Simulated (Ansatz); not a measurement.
A 7-atom cell of HgC2N2S2 started from a crystallographic database, relaxed with r2SCAN+rVV10. Space group C2/m (No. 12), monoclinic; a = 10.731 Å, b = 3.946 Å, c = 6.335 Å, β = 94.0° in the conventional setting, 19.12 Å³ an atom. Hg has 2 S at 2.43 Å and 4 N at 2.68 Å; C has 1 N at 1.17 Å and 1 S at 1.65 Å; S has 1 C at 1.65 Å and 1 Hg at 2.43 Å; N has 1 C at 1.17 Å and 2 Hg at 2.68 Å.

```xyz
7
Lattice="5.3652 -1.9730 0.0626 5.3652 1.9730 0.0626 -0.5105 0.0000 6.3146" Properties=species:S:1:pos:R:3 pbc="T T T"
Hg    0.0000    0.0000    0.0000
C     2.7270    0.0000    1.4391
C     7.4929    0.0000    5.0006
S     1.2208    0.0000    2.1060
S     8.9991    0.0000    4.3337
N     3.8116    0.0000    0.9979
N     6.4083    0.0000    5.4419
```

The questions ask for values computed with Ansatz on this geometry. Calculated for a static, non-magnetic cell.

Given (8×8×4 mesh): r2SCAN gives an indirect gap of 2.60 eV, from Y₂ to Γ; the least direct gap is 2.72 eV at Γ.

Task: Estimate the gap with PBE on 8×8×4.

Result: The PBE gap is indirect, 2.27 eV (Y₂ to Γ), below the direct gap of 2.39 eV at Γ. The gap differs by -0.33 eV from r2SCAN's.

Task: What does PBE+SOC give for the gap (8×8×4 mesh)?

Result: The PBE+SOC gap is indirect, 2.27 eV (Y₂ to Γ), below the direct gap of 2.39 eV at Γ. Spin-orbit coupling itself accounts for 0.00 eV. The gap differs by -0.33 eV from r2SCAN's.

Task: What are ε∞ and the Born charges with r2SCAN?

Result: ε∞: a tensor with principal values 2.79, 3.47, 5.37. Born charges, averaged over directions: Hg +2.22, C +0.77, S -0.60, N -1.29 e.

Task: What do these levels agree on?

Result: Spin-orbit coupling moves the least or the direct gap by up to 0.01 eV, so it can be left out where a tenth of an eV counts. Among these functionals the gap stays indirect.

Only the levels marked +SOC include spin-orbit coupling.

Set aside, since their points miss a band edge that the other levels read or their mesh is too coarse: HSE06, PBE0.
